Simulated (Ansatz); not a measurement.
AlGa₃N₄:
```cif
data_AlGa3N4
_chemical_formula_sum 'Al1 Ga3 N4'
_space_group_name_H-M_alt 'P 1'
_space_group_IT_number 1
_cell_length_a 4.42702
_cell_length_b 4.42702
_cell_length_c 4.42702
_cell_angle_alpha 90.000
_cell_angle_beta 90.000
_cell_angle_gamma 90.000
loop_
_space_group_symop_operation_xyz
  'x, y, z'
loop_
_atom_site_label
_atom_site_type_symbol
_atom_site_fract_x
_atom_site_fract_y
_atom_site_fract_z
_atom_site_occupancy
Al1 Al 0.00000 0.00000 0.00000 1
Ga1 Ga 0.50000 0.50000 0.00000 1
Ga2 Ga 0.00000 0.50000 0.50000 1
Ga3 Ga 0.50000 0.00000 0.50000 1
N1 N 0.75481 0.75481 0.24519 1
N2 N 0.75481 0.24519 0.75481 1
N3 N 0.24519 0.24519 0.24519 1
N4 N 0.24519 0.75481 0.75481 1
```

Relaxed with LDA.

Task: Which orbitals make up the states near the band edges in LDA in the plane-wave PAW code Ansatz?

Result: Top 1 eV of the valence band: N 2p 87 %, Ga 4p 7 %. Bottom 1 eV of the conduction band: N 2s 38 %, Ga 4s 23 %, Ga 4p 16 %, N 2p 12 %. Projections are on Löwdin-orthogonalised atomic valence shells; empty p or d shells of many metals are not among them.

Task: Tabulate the density of states.

Result: States/eV per cell of 8 atoms, in 0.25 eV bins, energy from the valence-band maximum.

```tsv
E (eV)	total	N 2p	Ga 4p	Ga 4s
-7.85	0.00	0.00	0.00	0.00
-7.60	0.00	0.00	0.00	0.00
-7.35	0.00	0.00	0.00	0.00
-7.10	0.10	0.05	0.02	0.03
-6.85	0.64	0.33	0.10	0.16
-6.60	1.04	0.54	0.16	0.25
-6.35	1.62	0.85	0.24	0.36
-6.10	2.80	1.52	0.32	0.68
-5.85	6.00	3.31	0.47	1.67
-5.60	4.89	2.71	0.44	1.12
-5.35	2.35	1.35	0.21	0.40
-5.10	2.21	1.29	0.18	0.24
-4.85	2.20	1.27	0.19	0.23
-4.60	1.51	0.87	0.16	0.15
-4.35	1.67	0.99	0.24	0.14
-4.10	2.83	1.78	0.54	0.16
-3.85	1.90	1.23	0.38	0.09
-3.60	2.90	1.90	0.52	0.15
-3.35	3.58	2.41	0.58	0.16
-3.10	3.65	2.51	0.56	0.14
-2.85	4.15	2.93	0.65	0.14
-2.60	4.94	3.60	0.71	0.14
-2.35	5.31	3.98	0.75	0.12
-2.10	5.32	4.07	0.66	0.11
-1.85	5.77	4.51	0.68	0.10
-1.60	5.89	4.73	0.64	0.08
-1.35	4.50	3.71	0.44	0.05
-1.10	5.72	4.81	0.52	0.05
-0.85	4.47	3.82	0.37	0.03
-0.60	4.44	3.88	0.32	0.02
-0.35	2.50	2.24	0.12	0.01
-0.10	1.08	0.99	0.04	0.00
0.15	0.00	0.00	0.00	0.00
0.40	0.00	0.00	0.00	0.00
0.65	0.00	0.00	0.00	0.00
0.90	0.00	0.00	0.00	0.00
1.15	0.00	0.00	0.00	0.00
1.40	0.00	0.00	0.00	0.00
1.65	0.00	0.00	0.00	0.00
1.90	0.00	0.00	0.00	0.00
2.15	0.00	0.00	0.00	0.00
2.40	0.00	0.00	0.00	0.00
2.65	0.01	0.00	0.00	0.00
2.90	0.04	0.00	0.00	0.01
3.15	0.09	0.01	0.01	0.02
3.40	0.14	0.02	0.03	0.03
3.65	0.40	0.04	0.13	0.04
3.90	0.64	0.07	0.21	0.05
4.15	0.87	0.11	0.29	0.06
4.40	1.16	0.17	0.39	0.08
4.65	1.49	0.25	0.49	0.10
4.90	2.01	0.36	0.65	0.14
5.15	2.86	0.53	0.85	0.27
5.40	3.64	0.67	1.00	0.50
5.65	3.46	0.67	0.99	0.45
5.90	3.90	0.78	1.14	0.52
6.15	3.63	0.81	1.15	0.41
6.40	2.95	0.67	0.96	0.31
6.65	2.48	0.54	0.80	0.26
6.90	2.18	0.45	0.66	0.28
7.15	1.12	0.27	0.22	0.29
7.40	1.69	0.45	0.29	0.54
```

Space group P-43m. The first step of the workflow began from a Materials Project structure, measured or hypothetical; the Crystallography Open Database copy checked does not list it. With Al and Ga taken as one species the cell has the higher symmetry F-43m, so it may be an ordered model of a mixed-site phase. Its standing as an ambient phase is unchecked. The cell was relaxed with LDA under the symmetry of its start; phonons on a q-mesh show no instability. Scalar-relativistic: spin–orbit coupling is off unless named, which matters more the heavier the elements.

Potentials: the later of the program's two PAW sets.
